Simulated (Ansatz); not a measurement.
**Ansatz 0.2.0, settings compared: Cd**

Launch command:

```bash
ansatz run input.yaml --threads 1 --pin off --max-ram 2560MiB --backend cpu --events-out ev --progress --plain --runs-dir out
```

Input:

```yaml
crystal:
  lattice:
    - [1.474374, 2.553691, 0.0]
    - [-1.474374, 2.553691, 0.0]
    - [0.0, 0.0, 5.560977]
  atoms:
    - { symbol: Cd, position: [0.33333, 0.33334, 0.25] }
    - { symbol: Cd, position: [0.66666, 0.66667, 0.75] }
  symmetry: { tolerance: 0.0003 }
kpoints:
  mp_grid: { grid: [7, 7, 3], shift: [0, 0, 0] }
magnetization:
  spin_polarized: false
scf:
  occupations: { method: fermi_dirac }
hamiltonian:
  pseudopotentials: { kind: paw }
  xc: pbe
basis:
  ecutwfc: 420
output:
  forces: true
  stress: true
  eigenvalues: true
```

Origin of the cell: a database entry, scaled a little.

The smearing width isn't typed, so it takes its default of 0.1 eV.

Output of this run (shortened):

```
Warning: the atoms were moved onto the symmetric positions of the space group found under crystal.symmetry.tolerance 3.0e-4 (fractional; no operation is sought that the atoms, as they stand i […]
Pseudopotentials: kind: paw
Pseudopotential: Cd, paw, valence charge 20, recommended cutoff 420 eV (normal), Cd.paw.azcp
Functional definition: PBE
  exchange = pbe_x(kappa = kappa, mu = beta*pi^2/3)
  correlation = pbe_c(beta = beta)
Crystal: 2 atoms, lattice volume = 41.875 Å³
Basis set: ecut = 420 eV, 811 PW (Γ), exchange–correlation on 40×40×80 points (8 copies of the dense FFT grid, shifted against one another)
Bands: 24, of which v1, the nominal top of the filled ones, is band 20 counted from 1 (19 counted from 0)
Symmetry: 24 space group operations
Space group: P63/mmc (ITA 194), of the structure as read, at distance tolerance 1.0e-3 Å
k-points: 16 of 147
[… 2 lines left out …]
Initial density: superposition of atomic densities (neutral atoms: chi_scale 0, normalization atom), corrected by the library's trained network
Functional: x = pbe(κ = 0.804, μ = 0.219515), c = pbe(β = 0.066725)
SCF iter   1: F=—  HF=-16508.916141 eV  Δρ=9.48e-4  dr2=4.40e-4
SCF iter   2: F=—  HF=-16508.916619 eV  Δρ=5.90e-4  dr2=1.83e-4
SCF iter   3: F=—  HF=-16508.916609 eV  Δρ=5.86e-5  dr2=1.38e-6
SCF iter   4: F=—  HF=-16508.916644 eV  Δρ=1.77e-5  dr2=8.34e-8
SCF iter   5: F=-16508.916644 eV  HF=-16508.916644 eV  Δρ=2.03e-6  dr2=1.26e-9
SCF iter   6: F=-16508.916644 eV  HF=-16508.916644 eV  Δρ=4.76e-7  dr2=7.66e-11
SCF 1 converged in 6 iterations: F = -16508.916644 eV  dr2 = 7.66e-11
SCF converged after 6 iterations
Free energy (F): -16508.916644 eV
Harris-Foulkes:  -16508.916644 eV  (|F-HF|=1.46e-11)
Internal energy: -16508.898716 eV  (E = F + TS)
E sigma→0 (E₀):  -16508.907680 eV
Entropy (-TS):   -0.017928 eV (-8.964 meV/atom)
Fermi energy:    15.263500 eV
--- Per-component energies (eV) ---
  E_band       = -768.384590
  E_kinetic    = 1010.513776
  E_local      = -5776.718145  (includes V_loc(G=0)·N_el)
  E_nonlocal   = 63.830864
  E_hartree    = 2727.529321
  E_xc         = -355.119034
  E_vxc        = -445.549252  (∫ρ·V_xc dr)
  E_paw        = -8163.530578  (= ΣΔE_a)
  E_vpaw       = -1075.519956  (= ΣTr[D̂ρ^β])
  E_aug_tail   = 0.000029  (compensation charges beyond the density's cutoff)
  E_ewald      = -6015.404947
  E_smearing   = -0.017928  (= −TS)
  Σ components = -16508.916644   (vs F -16508.916644, Δ=0.00e0)
--- Forces (eV/Å), atoms counted from 1 ---
  atom   1  Cd     0.000000     0.000000     0.000000
  atom   2  Cd     0.000000     0.000000     0.000000
  max |Σ_I F_I| component: 3.70e-17 eV/Å
--- Stress (GPa, compression-positive) ---
        5.072459       0.000000       0.000000
        0.000000       5.072459       0.000000
        0.000000       0.000000       4.514612
  P = ⅓ Tr σ = 4.8865 GPa (48.865 kbar)
```

The same input was run again with these changes:

1. `scf.lower_state_search` default → full; `scf.convergence.dr2_threshold` default → 1.0e-06; `scf.initial_density.chi_scale` default → 0.1
2. `scf.convergence.dr2_threshold` default → 1.0e-09; `hamiltonian.xc` pbe → rpbe
3. `scf.lower_state_search` default → standard; `scf.mixing.algorithm` default → msr1; `scf.mixing.beta` default → 0.7
4. `hamiltonian.xc` pbe → rpbe

| run | end | SCF iterations | P (GPa) | max force component (eV/Å) | moment (μB) | ΔE(σ→0) (meV/atom) |
| --- | --- | --- | --- | --- | --- | --- |
| base | converged | 6 | 4.89 | 0.000 | – | 0 |
| 1 | converged | 8 | 4.89 | 0.000 | – | 0.00 |
| 2 | converged | 6 | 7.72 | 0.000 | – | – |
| 3 | converged | 6 | 4.89 | 0.000 | – | 0.00 |
| 4 | converged | 6 | 7.72 | 0.000 | – | – |

Energies are compared only where functional, datasets, charge and starting cell are the same.

Caveats of the base run: the k mesh is coarse if the cell is a metal.

Run 1: the SCF threshold is loose for forces.
Run 2: forces of this functional can be a tenth off on datasets made under PBE.
Run 4: forces of this functional can be a tenth off on datasets made under PBE.

The base run ran for 1.3 s of wall time on 1 CPU thread(s) of a shared host, from the program's own first density.
